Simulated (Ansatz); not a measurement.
Relaxed Cu (fcc, Cu type):

```
Cu
1.0
    3.62968     0.00000     0.00000
    0.00000     3.62968     0.00000
    0.00000     0.00000     3.62968
Cu
4
Direct
  0.00000   0.00000   0.00000
  0.50000   0.50000   0.00000
  0.50000   0.00000   0.50000
  0.00000   0.50000   0.50000
```

Scan: atom 4 (Cu, nearest neighbour Cu at 2.567 Å; its periodic images, 3.6 Å or more away, move with it) is displaced along Cartesian z, direction (0.000, 0.000, 1.000) in Cartesian axes, by s. The other atoms stay.

Method: PBE (plane waves to 420 eV, PAW, scalar-relativistic; Ansatz, a program for electronic structure). k mesh 10×10×10 (Γ-centred), Fermi-Dirac smearing 0.05 eV. The energy includes the smearing's −TS. With partly filled bands, energies and forces of such displacements shift with the k mesh and the smearing. Cu is run without spin polarisation. Cu was relaxed with its symmetry unable to fall. The zero of ΔE is the undisplaced structure. The last digit holds for this mesh only.

```json
[
 {"s (Å)": "-0.770", "ΔE (meV/cell)": "2325.0"},
 {"s (Å)": "-0.616", "ΔE (meV/cell)": "1418.1"},
 {"s (Å)": "-0.462", "ΔE (meV/cell)": "withheld"},
 {"s (Å)": "-0.308", "ΔE (meV/cell)": "326.4"},
 {"s (Å)": "-0.154", "ΔE (meV/cell)": "79.6"},
 {"s (Å)": "0.000", "ΔE (meV/cell)": "0.0"},
 {"s (Å)": "0.154", "ΔE (meV/cell)": "79.6"},
 {"s (Å)": "0.308", "ΔE (meV/cell)": "326.4"},
 {"s (Å)": "0.462", "ΔE (meV/cell)": "withheld"},
 {"s (Å)": "0.616", "ΔE (meV/cell)": "1418.1"},
 {"s (Å)": "0.770", "ΔE (meV/cell)": "2325.0"}
]
```

**Question.** Fit an even polynomial form (powers 2, 4, 6) to the given rows and predict ΔE at s = -0.462.

**Answer.** Least squares on the 9 given rows: ΔE = (3329)·s² + (1213)·s⁴ + (-359.5)·s⁶, in meV/cell with s in Å; root-mean-square residual 0.13 meV/cell. At -0.462 the fit gives 762.3 meV/cell; the calculation gives 761.9 meV/cell, so the interpolation is off by 0.4 (+0.1 %). The quadratic term alone would give 710.6 meV/cell.

(For displaced atoms, the force is minus the slope of the energy, and its curvature is a force constant, which sets phonon frequencies.)
